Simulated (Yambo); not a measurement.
Yambo run on KSO2F (space group P2_1/m, No. 11). The wavefunctions are LDA (pw.x of Quantum ESPRESSO, ONCV potentials, without SOC) ones on a 2×2×2 mesh (34 occupied bands); a = 4.709 Å, b = 5.816 Å, c = 7.151 Å, α = γ = 90.00°, β = 108.35°.

Yambo input:

```
rim_cut
HF_and_locXC
RandQpts= 1000000
RandGvec= 1 Ry
EXXRLvcs= 84 Ry
VXCRLvcs= 336 Ry
% QPkrange
 1 | 1 | 34 | 35 |
 2 | 2 | 34 | 35 |
 4 | 4 | 34 | 35 |
 5 | 5 | 34 | 35 |
 6 | 6 | 34 | 35 |
 7 | 7 | 34 | 35 |
 8 | 8 | 34 | 35 |
%
```

k points by index: 1 = Γ, 2 = (0, 0, -0.5), 4 = (0, -0.5, -0.5), 5 = (-0.5, 0, 0), 6 = (-0.5, 0, -0.5), 7 = (-0.5, -0.5, 0), 8 = (-0.5, -0.5, -0.5).

Table of the .hf output:

```
#    K-point    Band    Eo [eV]    Ehf [eV]    Vxc [eV]    Vnlxc [eV]
#
    1    34    -0.402040    -5.162449    -17.44293    -22.20334
    1    35    5.020878    10.15577    -16.63007    -11.49517
    2    34    -0.301497    -5.100130    -17.81914    -22.61777
    2    35    4.987190    10.04594    -16.36346    -11.30471
    4    34    -0.391612    -5.188465    -17.59872    -22.39557
    4    35    5.054216    10.19927    -16.76117    -11.61611
    5    34    -0.044433    -4.689788    -17.86889    -22.51425
    5    35    3.917637    8.562890    -15.25312    -10.60787
    6    34    0.000000    -4.692981    -18.11286    -22.80585
    6    35    3.929963    8.573584    -15.29274    -10.64912
    7    34    -0.043447    -4.724389    -17.92142    -22.60237
    7    35    4.045990    8.754705    -15.49210    -10.78339
    8    34    -0.029294    -4.719354    -17.95954    -22.64960
    8    35    4.007947    8.706605    -15.30304    -10.60438
```
Exchange alone, without screening.

Geometry of the Materials Project entry, not relaxed at this level.
